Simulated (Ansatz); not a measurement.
Ag (fcc (Cu type)), relaxed with PBE (Ansatz, a first-principles code, plane waves, PAW): a = 4.1482 Å, b = 4.1482 Å, c = 4.1482 Å, α = 90.00°, β = 90.00°, γ = 90.00°.

- B₀ by P(V) fit (GPa) = 90.1

The same phase is relaxed and computed with r²SCAN in the same code. What are the cell and these values now?

a = b = c = 4.1048 Å, α = β = γ = 90.00°.

- B₀ by P(V) fit (GPa): 102

All cells were relaxed under the symmetry of their starts (and spin orders); stability against distortions was not tested throughout. Rows with no word on spin ran without spin polarisation. Scalar-relativistic: spin–orbit coupling is off unless named, which matters more the heavier the elements.

Potentials: the earlier of the program's two PAW sets.

Ansatz is a plane-wave DFT program.
